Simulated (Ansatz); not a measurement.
One stationary structure of AlN. Space group Fm-3m (No. 225), rock salt type. All values below come from r2SCAN (plane waves to 500 eV, PAW, scalar-relativistic; Ansatz, a first-principles code).

```cif
data_AlN
_chemical_formula_sum 'Al1 N1'
_space_group_name_H-M_alt 'P 1'
_space_group_IT_number 1
_cell_length_a 2.85430
_cell_length_b 2.85430
_cell_length_c 2.85430
_cell_angle_alpha 60.000
_cell_angle_beta 60.000
_cell_angle_gamma 60.000
loop_
_space_group_symop_operation_xyz
  'x, y, z'
loop_
_atom_site_label
_atom_site_type_symbol
_atom_site_fract_x
_atom_site_fract_y
_atom_site_fract_z
_atom_site_occupancy
Al1 Al 0.50000 0.50000 0.50000 1
N1 N 0.00000 0.00000 0.00000 1
```

Task: What band gap does r2SCAN give?

Result: 5.52 eV, indirect (valence top at Γ, conduction bottom at X) (no spin-orbit coupling).

Task: Predict the smallest direct gap from r2SCAN.

Result: 6.54 eV at Γ.

No spin polarisation in the result.

The run could not lose the symmetry of its start; a randomly shaken copy of 4 atoms returns to this structure.

The relaxed structure has the type that AlN is known to take under pressure; here it was relaxed at zero pressure, from a generated start.
